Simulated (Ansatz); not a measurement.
Phonons of a relaxed structure of MgSe by density-functional perturbation theory (low response-accuracy setting, no LO–TO term) at Γ and zone-boundary points with q components 0 or ½ of the primitive reciprocal vectors. Method: r2SCAN (plane waves to 500 eV, PAW, scalar-relativistic; Ansatz, a first-principles code). Γ-centred k-mesh 8×8×8, Fermi–Dirac smearing 0.05 eV.

```yaml
crystal:
  lattice:
    - [0.00000, 2.73608, 2.73608]
    - [2.73608, 0.00000, 2.73608]
    - [2.73608, 2.73608, 0.00000]
  atoms:
    - { symbol: Se, position: [0.00000, 0.00000, 0.00000] }
    - { symbol: Mg, position: [0.50000, 0.50000, 0.50000] }
```

Space group Fm-3m (No. 225), rock salt type.

```csv
q,wavenumbers (cm⁻¹; i marks imaginary)
Γ,"0 (×3), 183 (×3)"
"L (½, 0, 0)","102 (×2), 179, 184 (×2), 333"
"X (½, ½, 0)","88 (×2), 131, 196 (×2), 217"
```

No instability shows at these points (nothing beyond 15i cm⁻¹, the threshold used here). Other wavevectors were not sampled, so this does not prove stability.

No spin polarisation in the result.
